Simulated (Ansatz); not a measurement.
## BiTe in the CsCl-type structure

Method: r²SCAN, scalar-relativistic; no spin polarisation; PAW, 500 eV, Γ-centred 10×10×10 mesh, 0.05 eV Gaussian smearing; code Ansatz; PAW files: Ansatz's generated set soft_2.

```xyz
2
Lattice="3.9041 0.0000 0.0000 0.0000 3.9041 0.0000 0.0000 0.0000 3.9041" Properties=species:S:1:pos:R:3 pbc="T T T"
Bi    0.0000    0.0000    0.0000
Te    1.9521    1.9521    1.9521
```

The start was a prototype's sites filled with these elements. The Crystallography Open Database lists the compound in space groups P-3m1, Fm-3m (rock salt), so this is a trial structure.

The cell above was scaled in volume, its shape and atoms being fixed by the lattice's symmetry. Energies are counted from the cell above.

The cell is relaxed to zero pressure at this level.

```tsv
V (Å³/atom)	ΔE (meV/atom)	P from the stress (GPa)
28.564	9.73	2.71
29.159	2.34	1.28
29.754	0.00	0.00
30.349	2.16	-1.14
30.944	8.34	-2.15
31.837	24.02	-3.38
```

Task: Do the energies and the pressures agree? Compare −ΔE/ΔV between neighbouring points (1 meV/Å³ = 0.1602 GPa) with the mean of their pressures.

Result: 
```tsv
interval (Å³/atom)	−ΔE/ΔV (GPa)	mean P (GPa)
28.56 to 29.16	2.0	2.0
29.16 to 29.75	0.6	0.6
29.75 to 30.35	-0.6	-0.6
30.35 to 30.94	-1.7	-1.6
30.94 to 31.84	-2.8	-2.8
```
They differ by 0.05 GPa at most.

Task: What do the two routes give for V0, B0 and B0′?

Result: A third-order Birch–Murnaghan fit of the energies: V0 = 29.75 Å³/atom, B0 = 60 GPa, B0′ = 5.1. A polynomial of P in ln V, with B = −dP/d ln V at P = 0: V0 = 29.75 Å³/atom, B0 = 61 GPa, B0′ = 4.8.

B0·V0 = 60.5 GPa × 29.75 Å³ = 11.23 eV/atom sets the scale: near the minimum ΔE ≈ ½ B0 V0 x², with x = V/V0 − 1, and a pressure of 0.6 GPa squeezes the volume by about 1 %. At the ends of the curve: x = −4.0 % predicts 9.0 meV/atom and the run gives 9.7; x = +7.0 % predicts 27.6 meV/atom and the run gives 24.0. The lopsidedness is anharmonic: atoms resist being pushed together more than being pulled apart.

No spin–orbit coupling, a notable omission for heavy elements. The cell is a metal with an odd number of electrons, and spin polarisation wasn't tried. A displaced or strained copy of the relaxed cell lay 1.6 meV/atom lower, so the structure isn't a true minimum at this level, unless the mesh, which matters in a metal, makes it so.
